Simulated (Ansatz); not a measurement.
Property card for two-dimensional NiS2

NiS₂:
```
NiS2
1.0
    5.15706     0.00000     0.00000
    0.00000     5.28463     0.00000
    0.00000     0.00000    29.00000
Ni S
2 4
Cartesian
  0.00000   2.64232  14.50000
  2.57853   0.00000  14.50000
  4.56222   4.63204  13.91701
  1.98369   3.29491  15.08299
  3.17337   1.98972  13.91701
  0.59484   0.65260  15.08299
```
Free-standing layer in the xy plane with vacuum along z and no interaction between images.

Method: r²SCAN+D4 in the plane-wave PAW code Ansatz. Lattice and atoms are relaxed at this level; other levels are named.

**Structure**

* **In-plane lattice**: a = 5.157 Å, b = 5.285 Å
* **Distance between the outermost nuclei**: 1.17 Å
* **Exfoliation energy from the relaxed bulk parent**: 29 meV/Å²

**Electronic structure**

- Band gap = 1.09 eV (indirect)
- Valence-band maximum = at Γ
- Conduction-band minimum = at S
- Ionisation potential (Kohn–Sham) = 5.44 eV
- Electron affinity (Kohn–Sham) = 4.35 eV
- Electron effective mass, in the valley at S = band 1: 1.7 along x, 0.50 along y (mₑ); band 2: 1.7 along x, 0.50 along y (mₑ)
- Hole effective mass, in the valley at Γ = 2.3 along x, 2.3 along y (mₑ)
- HSE06 gap on the r²SCAN+D4 cell = 2.54 eV
- HSE06 ionisation potential = 6.28 eV

**Charges**

Bader charges: Ni +0.56, S -0.28 e

Space group P2_1/c. The layer was cut from a bulk entry of the Materials Project (measured or hypothetical); whether that bulk phase is the ambient one, and whether the layer has been isolated, was not checked. The cell was relaxed with r²SCAN+D4 under the symmetry of its start; its stability against distortions is not shown here. The workflow began spin-polarised and lost its moments.

Potentials: the later of the program's two PAW sets.
